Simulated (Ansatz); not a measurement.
B:
```yaml
crystal:
  lattice:
    - [2.43812, 1.40765, 4.16627]
    - [-2.43812, 1.40765, 4.16627]
    - [0.00000, -2.81530, 4.16627]
  atoms:
    - { symbol: B, position: [0.01062, 0.65382, 0.01062] }
    - { symbol: B, position: [0.98938, 0.34618, 0.98938] }
    - { symbol: B, position: [0.01062, 0.01062, 0.65382] }
    - { symbol: B, position: [0.98938, 0.98938, 0.34618] }
    - { symbol: B, position: [0.65382, 0.01062, 0.01062] }
    - { symbol: B, position: [0.34618, 0.98938, 0.98938] }
    - { symbol: B, position: [0.22159, 0.62980, 0.22159] }
    - { symbol: B, position: [0.77841, 0.37020, 0.77841] }
    - { symbol: B, position: [0.22159, 0.22159, 0.62980] }
    - { symbol: B, position: [0.77841, 0.77841, 0.37020] }
    - { symbol: B, position: [0.62980, 0.22159, 0.22159] }
    - { symbol: B, position: [0.37020, 0.77841, 0.77841] }
```

Relaxed with PBEsol. Special points in fractions of this cell's reciprocal vectors: Γ (0.000, 0.000, 0.000); T (0.500, 0.500, 0.500); H2 (0.757, 0.243, 0.500); H0 (0.500, -0.243, 0.243); L (0.500, 0.000, 0.000); S0 (0.371, -0.371, 0.000); S2 (0.629, 0.000, 0.371); F (0.500, 0.000, 0.500).

Question: List the band energies nearest the valence-band maximum at these points for the program Ansatz at the PBEsol level (PAW).

Answer: In eV from the valence-band maximum; about four levels below and three above (degenerate sets whole), none deeper than 8.9 eV; points with the same levels are listed once.

| k | below | above |
|---|---|---|
| Γ | -1.48 -0.86 -0.86 -0.36 | 1.34 4.54 4.54 |
| T | -3.10 -1.96 -1.96 0.00 | 2.51 2.73 2.73 |
| H2 | -2.52 -2.33 -1.96 -1.80 | 1.63 2.60 3.03 |
| L | -2.80 -1.97 -1.76 -0.60 | 1.87 3.19 3.55 |
| S0 | -2.81 -2.40 -2.07 -1.73 | 1.77 2.12 3.08 |
| F | -3.05 -2.64 -2.17 -1.95 | 1.39 2.58 2.79 |

Space group R-3m (α-B12). The cell was relaxed with PBEsol under the symmetry of its start.

Potentials: the earlier of the program's two PAW sets. The files were generated under PBE; for other functionals the program regenerates the frozen cores, and for LDA and PBEsol the local potential too.
